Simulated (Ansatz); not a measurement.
Given:

MgPt$_{3}$:
```
CELL_PARAMETERS angstrom
      3.90949     0.00000     0.00000
      0.00000     3.90949     0.00000
      0.00000     0.00000     3.90949
ATOMIC_POSITIONS crystal
  Mg 0.00000 0.00000 0.00000
  Pt 0.50000 0.50000 0.00000
  Pt 0.00000 0.50000 0.50000
  Pt 0.50000 0.00000 0.50000
```

This is the PBEsol-relaxed structure.

Problem. All from the program Ansatz at the PBEsol level (PAW), unless another level is named. Estimate the Debye temperature from the elastic constants.

Solution. 318 K.

Problem. Next, the elastic constants (relaxed ions, GPa)?

Solution. C11 = 296, C12 = 171, C44 = 123.

Problem. Predict the highest zone-centre frequency.

Solution. 284 cm^-1.

Space group Pm-3m (Cu3Au type). The workflow started from an entry of the Crystallography Open Database (COD); the relaxed space group is not among those it files for this formula. COD files the formula under space group No. 123, so this cell is another polymorph or a model. Whether it is the stable phase at ambient conditions was not checked. The cell was relaxed with PBEsol under the symmetry of its start; of distortions, only those at the zone centre were tested. No spin polarisation was allowed. As this level gives no gap, shear constants depend on the k-mesh and smearing (Fermi–Dirac, 0.1 eV here). As this level gives no gap, phonon frequencies hold no LO–TO term and depend on the k-mesh and smearing (Fermi–Dirac, 0.1 eV here). On the denser mesh and wider smearing of the elastic run this cell carries a stress of 0.4 GPa. Scalar-relativistic: spin–orbit coupling is off unless named, which matters more the heavier the elements.

Potentials: the later of the program's two PAW sets.
